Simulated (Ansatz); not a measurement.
The structure comes from a relaxation in the same program, started in the zincblende type. Whether it is a known phase or the ground state wasn't checked. The listed cell was then made from it by scaling, straining or moving an atom.

An input for SbAu: DFT, PBE, all-electron LAPW, scalar-relativistic (Ansatz 0.2.0).

Command: `ansatz run input.yaml --threads 1 --pin off --max-ram 2048MiB --backend cpu --events-out ev --progress --plain --runs-dir out` The run took 47 s on 1 thread of Arm Neoverse V1, on a shared host, peak memory 0.41 GiB.

```yaml
crystal:
  lattice:
    - [0.0, 3.1718895577, 3.1718895577]
    - [3.1718895577, 0.0, 3.1718895577]
    - [3.1718895577, 3.1718895577, 0.0]
  atoms:
    - { symbol: Au, position: [0.0, 0.0, 0.0] }
    - { symbol: Sb, position: [0.25, 0.25, 0.25] }
kpoints:
  mp_grid: { grid: [10, 10, 10] }
scf:
  occupations: { method: fermi_dirac, width: 0.08 }
hamiltonian:
  xc: pbe
  pseudopotentials: { kind: all_electron, lapw: { basis_error: 0.001 } }
output:
  forces: true
  stress: true
  eigenvalues: true
```

The results part of the log:

```
SCF 1 converged in 8 iterations: F = -693592.812859 eV  dr2 = 9.12e-9
SCF converged after 8 iterations
Free energy (F): -693592.812859 eV
Harris-Foulkes:  -693592.812859 eV  (|F-HF|=8.15e-9)
Internal energy: -693592.781285 eV  (E = F + TS)
E sigma→0 (E₀):  -693592.797072 eV
Entropy (-TS):   -0.031573 eV (-15.787 meV/atom)
Fermi energy:    11.103579 eV
--- Per-component energies (eV) ---
  E_band       = -5377.829238
  E_kinetic    = 775388.193551
  E_xc         = -14556.518792
  E_electrostatic = -1454424.456044  (all electrons and nuclei)
  E_smearing   = -0.031573  (= −TS)
  E_closure    = 0.000000  (closes the sum)
  E_atoms      = -693585.727761  (free atoms, spherical and without spin; not in F)
  Σ components = -693592.812859   (vs F -693592.812859, Δ=0.00e0)
  Basis errors (estimates in eV, not in F): energy 4.2e-4 per atom: plane waves 3.9e-4 (2.3e-4 summed), levels above the bands 7.6e-54, relativity 6.7e-8, radial functions 3.2e-5, core shells 5.0e-8; eigenvalues (radial functions only) 8.3e-7; not estimated: angular momenta, meshes, grids; target (lapw.basis_error) 1.0e-3; muffin-tin radii Sb 1.361 Å, Au 1.386 Å
--- Forces (eV/Å), atoms counted from 1 ---
  atom   1  Au    -0.00000000     0.00000000     0.00000000
  atom   2  Sb     0.00000000    -0.00000000     0.00000000
  max |Σ_I F_I| component: 1.04e-17 eV/Å
--- Stress (GPa, compression-positive) ---
       -2.904482      -0.000000       0.000000
       -0.000000      -2.904482      -0.000000
        0.000000      -0.000000      -2.904482
  P = ⅓ Tr σ = -2.9045 GPa (-29.045 kbar)
--- Band table (eV; the first three rows and the last of 47) ---
  k-point 0: bands = ["-311.7606", "-311.7606", "-311.7606", "-311.7456", "-311.7456", "-133.0485", "-94.4342", "-86.0157", "-86.0157", "-86.0157", "-67.5103", "-67.4996", "-67.4996", "-67.4996", "-67.4912", "-67.4912", "-67.4912", "-45.8571", "-45.8571", "-45.8571", "-17.8160", "-17.8160", "-17.8160", "-17.8014", "-17.8014", "0.8082", "6.2520", "6.2520", "6.2520", "7.1583", "7.1583", "12.9394", "13.5503", "13.5503", "13.5503", "16.5535", "16.5535", "16.5535", "18.5078", "21.6639"]
  k-point 1: bands = ["-311.7606", "-311.7606", "-311.7606", "-311.7456", "-311.7456", "-133.0485", "-94.4342", "-86.0157", "-86.0157", "-86.0157", "-67.5103", "-67.4996", "-67.4996", "-67.4996", "-67.4912", "-67.4912", "-67.4912", "-45.8571", "-45.8571", "-45.8571", "-17.8162", "-17.8160", "-17.8160", "-17.8014", "-17.8014", "0.8806", "6.2361", "6.2744", "6.2744", "7.1537", "7.1537", "12.0106", "13.3613", "13.3613", "13.9694", "16.5417", "16.7683", "16.7683", "19.2864", "21.1476"]
  k-point 2: bands = ["-311.7606", "-311.7606", "-311.7606", "-311.7456", "-311.7456", "-133.0485", "-94.4342", "-86.0157", "-86.0157", "-86.0157", "-67.5103", "-67.4996", "-67.4996", "-67.4996", "-67.4912", "-67.4912", "-67.4912", "-45.8572", "-45.8571", "-45.8571", "-17.8166", "-17.8158", "-17.8158", "-17.8012", "-17.8012", "1.0812", "6.2164", "6.3302", "6.3302", "7.1481", "7.1481", "10.6182", "12.9458", "12.9458", "14.0339", "17.1616", "17.1910", "17.1910", "19.7895", "20.8033"]
  k-point 46: bands = ["-311.7606", "-311.7606", "-311.7606", "-311.7456", "-311.7456", "-133.0485", "-94.4342", "-86.0157", "-86.0157", "-86.0157", "-67.5103", "-67.4996", "-67.4996", "-67.4996", "-67.4912", "-67.4912", "-67.4912", "-45.8574", "-45.8572", "-45.8572", "-17.8179", "-17.8161", "-17.8145", "-17.8013", "-17.7999", "2.0440", "6.3108", "6.6725", "6.7544", "7.1090", "7.4603", "7.9433", "9.6992", "10.2011", "16.1903", "16.6629", "18.5523", "18.6810", "22.7772", "23.7036"]
```
